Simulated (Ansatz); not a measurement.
**Mg2Cd3S5 (I4/mmm) at 2 levels of theory**

One geometry, relaxed with PBE; plane waves with PAW potentials in Ansatz, scalar-relativistic. No spin polarisation. Gaps are the least over mesh and band path; pressure is positive in compression.

```cif
data_structure
_symmetry_space_group_name_H-M 'P 1'
_symmetry_Int_Tables_number 1
_cell_length_a 13.7954
_cell_length_b 13.7954
_cell_length_c 13.7954
_cell_angle_alpha 164.097
_cell_angle_beta 164.097
_cell_angle_gamma 22.564
_cell_volume 197.08
loop_
_atom_site_label
_atom_site_type_symbol
_atom_site_fract_x
_atom_site_fract_y
_atom_site_fract_z
_atom_site_occupancy
Mg1 Mg 0.79836 0.79836 0.00000 1
Mg2 Mg 0.20164 0.20164 0.00000 1
Cd1 Cd 0.39739 0.39739 0.00000 1
Cd2 Cd 0.00000 0.00000 0.00000 1
Cd3 Cd 0.60261 0.60261 0.00000 1
S1 S 0.89629 0.89629 0.00000 1
S2 S 0.50000 0.50000 0.00000 1
S3 S 0.10371 0.10371 0.00000 1
S4 S 0.70292 0.70292 0.00000 1
S5 S 0.29708 0.29708 0.00000 1
```

| level | cutoff (eV) | k mesh | gap (eV) | pressure (GPa) |
| --- | --- | --- | --- | --- |
| PBE | 420 | 10×10×10 | 0.73 | 0.0 |

Task: What comes out on the same cell with r2SCAN?

Result:
```csv
level,cutoff (eV),k mesh,gap (eV),pressure (GPa)
r2SCAN,500,10×10×10,1.23,-1.5
```

It was reached by relaxing an invented guess, and it needn't be the stable form of this composition.
